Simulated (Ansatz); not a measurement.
The relaxed structure here is a generated cell of Nb: the first start was made by placing the elements on the sites of a structure type, and the end was not matched to a known phase here, so it may be hypothetical. Known forms of Nb include space group No. 229.

The end point of a relaxation of Nb. Space group P6/mmm (No. 191). Calculation: r2SCAN (plane waves to 500 eV, PAW, scalar-relativistic; Ansatz, a quantum-chemistry and plane-wave program).

```xyz
3
Lattice="5.4388 0.0000 0.0000 -2.7194 4.7102 0.0000 0.0000 0.0000 2.6587" Properties=species:S:1:pos:R:3 pbc="T T T"
Nb     2.7194     0.0000     1.3293
Nb     1.3597     2.3551     1.3293
Nb    -1.3597     2.3551     1.3293
```

* **Volume per atom**: 22.70 Å³
* **Density**: 6.80 g/cm³
* **Band gap**: no gap (metallic)
* **Shortest distances**: Nb–Nb 2.66 Å
* **k-mesh**: 10×10×17

Band energies at high-symmetry points (eV from the Fermi level; labels of this space group; no spin-orbit coupling), from −5 eV up to 0.9 eV:

```
point                                                     energies
-----  -----------------------------------------------------------
Γ                              -3.73 -2.72 -2.62 -2.62 -1.86 -1.86
M      -4.18 -3.06 -2.72 -1.97 -1.69 -1.42 -0.65 -0.23 -0.10 -0.04
K            -3.44 -3.44 -2.20 -1.89 -1.89 -1.52 -1.00 -0.77 -0.77
A                        -4.81 -3.05 -2.78 -2.78 -1.26 -1.26 -0.62
L                        -3.83 -2.52 -2.20 -1.74 -1.47 -0.63 -0.14
H                  -3.08 -3.08 -2.73 -0.72 -0.72 -0.29 -0.23 -0.23
```

No spin polarisation in the result.

The run could not lose the symmetry of its start: the end is stationary, and may be a saddle point rather than a minimum.
